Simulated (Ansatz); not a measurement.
HfO$_{2}$ (P2_1/c), relaxed with LDA (Ansatz, a first-principles code, plane waves, PAW): a = 5.0474 Å, b = 5.1399 Å, c = 5.2160 Å, α = γ = 90.00°, β = 99.58°.

gap (eV): 3.94
ΔH_f (eV/atom): -3.68
K_Hill (GPa): 203
G_Hill (GPa): 106
ε∞: 4.98
electron conductivity mass (mₑ): 1.2
Θ_D (K): 473

Question: The same phase is relaxed and computed with PBEsol in the same code. What are the cell and these values now?

Answer: a = 5.0959 Å, b = 5.1769 Å, c = 5.2709 Å, α = γ = 90.00°, β = 99.62°.

- gap (eV) = 3.97
- ΔH_f (eV/atom) = -3.52
- K_Hill (GPa) = 197
- G_Hill (GPa) = 101
- ε∞ = 4.95
- electron conductivity mass (mₑ) = 1.3
- Θ_D (K) = 463

All cells were relaxed under the symmetry of their starts (and spin orders); stability against distortions was not tested throughout. Rows with no word on spin ran without spin polarisation. Scalar-relativistic: spin–orbit coupling is off unless named, which matters more the heavier the elements.

Potentials: the later of the program's two PAW sets.

Ansatz is a plane-wave DFT program.

Formation energies count from the lowest solids of the elements computed at the same level, not from gases.
